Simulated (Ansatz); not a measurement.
A geometry of AlCu away from equilibrium: step 2 of the relaxation of a relaxed AlCu cell, doubled along one cell vector, shaken by Gaussian noise of σ = 0.08 Å a coordinate. Calculation: PBEsol (plane waves to 420 eV, PAW, scalar-relativistic; Ansatz, a quantum-chemistry and plane-wave program). Γ-centred k-mesh 7×14×14 on the run's cell (coarser than for final values), Fermi–Dirac smearing 0.05 eV.

```
AlCu
1.0
    2.73956     1.56124     8.11597
   -1.37687     0.79054     4.05845
    0.00505    -1.58347     4.06062
Al Cu
2 2
Direct
  0.02010   0.98630   0.96698
  0.51544   0.96304   0.00274
  0.26187   0.46761   0.49782
  0.74538   0.46058   0.53290
```

Task: Predict the force on each atom, in eV/Å.

Result: 
| atom | Fx | Fy | Fz |
|---|---|---|---|
| Al1 | -0.10 | -0.44 | -0.15 |
| Al2 | 0.00 | 0.10 | -0.31 |
| Cu3 | -0.11 | -0.01 | 0.18 |
| Cu4 | 0.20 | 0.35 | 0.29 |

Task: What is the pressure?

Result: +1.2 GPa, compression positive.

Task: How far above the relaxed end point is this geometry?

Result: 0.01 eV/atom; the path ends in R-3m (No. 166) (AFLOW prototype AB_hR2_166_a_b (L1_1, as in CuPt)).

No spin polarisation in the result.

The end of the path is a generated cell of AlCu: the first start was made by placing the elements on the sites of a structure type, and the end was not matched to a known phase here, so it may be hypothetical.
